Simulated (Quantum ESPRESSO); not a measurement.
## Strain and stress in Al2AuInMo4

All numbers below are calculated, not measured. They come from Quantum ESPRESSO 7.5, a public plane-wave density functional program. Each row is one single-point run on a made-up periodic cell of eight metal atoms, with elements, volume, strain and displacements drawn at random and not relaxed, so a cell may be unstable or far from any real phase. There is no spin polarisation or spin-orbit coupling.

Settings: PBE unless stated; PseudoDojo standard norm-conserving files; Fermi-Dirac width 0.25 eV, which means electrons at about 2900 K; cutoff 1088 eV; 8 x 6 x 2 k mesh shifted half a step off Gamma. E is the free energy of the whole cell (internal energy minus TS), so a -TS column is already part of it. Stress is positive in tension, and the pressure P is minus a third of its trace.

Checks: one run of this series was repeated at a higher cutoff and on a denser mesh, which moved values by no more than 0.011 eV, 0.10 GPa and 0.009 eV/Å, and a second program with other atomic files agreed on it to 2 % rms in force and 0.5 GPa in pressure. Known limits: heavy elements are run without spin-orbit coupling, which real alloys of them have; a spin test at this wide smearing found no moment, but such smearing suppresses magnetism that the real alloy may have.

The lattice is face-centred cubic, and the cell vectors in Å are (-0.017, 2.004, 1.959); (-3.913, -0.005, 0.039); (-0.087, -8.141, 7.962), a volume of 124.83 Å³ in run 4. The elements on sites 1 to 8 are Mo Mo Mo Al Al Mo Au In. Each run adds a stretch e along z to one drawn cell, with the atoms carried along. E is counted from run 4.

```
run,e (%),s_xx (GPa),s_yy (GPa),s_zz (GPa),s_xy (GPa),P (GPa),E (meV)
1,-2.27,-19.88,-15.79,-19.02,0.63,18.23,279.4
2,-0.79,?,?,?,?,?,?
3,-0.31,-15.03,-11.75,-13.84,0.60,13.54,28.5
4,-0.04,-14.41,-11.24,-13.17,0.60,12.94,0.0
5,0.64,-12.89,-9.98,-11.49,0.59,11.45,-65.5
6,1.45,-11.16,-8.54,-9.56,0.58,9.75,-132.0
7,1.65,-10.75,-8.20,-9.09,0.58,9.35,-146.5
```

## Worked fit

A parabola through the runs shown gives s_zz = -13.07 + 2.498 e - 0.055 e² GPa with e in per cent, an error of 0.002 on the linear term and a scatter of 0.00 GPa. The atoms are clamped and the cell is already under stress, so the slope belongs to this path and is not an elastic constant of a real alloy.

## Withheld run

Question: what s_zz should run 2 give?

The fit gives -15.08 ± 0.01 GPa. The calculation gave -15.07 GPa.
